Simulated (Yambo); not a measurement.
Input:

```
K2Pt
1.0
    0.00000     3.77349     3.77349
    3.77349     0.00000     3.77349
    3.77349     3.77349     0.00000
K Pt
2 1
Direct
  0.75000   0.75000   0.75000
  0.25000   0.25000   0.25000
  0.00000   0.00000   0.00000
```

Workflow: PBEsol (Quantum ESPRESSO, PseudoDojo norm-conserving, 84 Ry, without SOC), then G0W0 in Yambo (4×4×4 Γ-centred k mesh, bands 5 to 154 and a 7 Ry block in the screening, 154 bands in G with the Bruneval-Gonze terminator, plasmon pole fitted at 27.2 eV).

Question: Give the PBEsol and G0W0 gaps between the band edges found on this mesh, and say where the edges lie.

Answer: Edges: X → L. PBEsol: 1.35 eV; G0W0: 2.15 eV. Convergence of the G0W0 settings was not tested. Spin-orbit coupling is left out, which matters for elements this heavy: edges can move by tenths of an eV.

Geometry strained from the cell relaxed with PBEsol, atoms relaxed again.

The structure is a Materials Project entry; no match was found in the copy of COD used, and its stability was not checked.
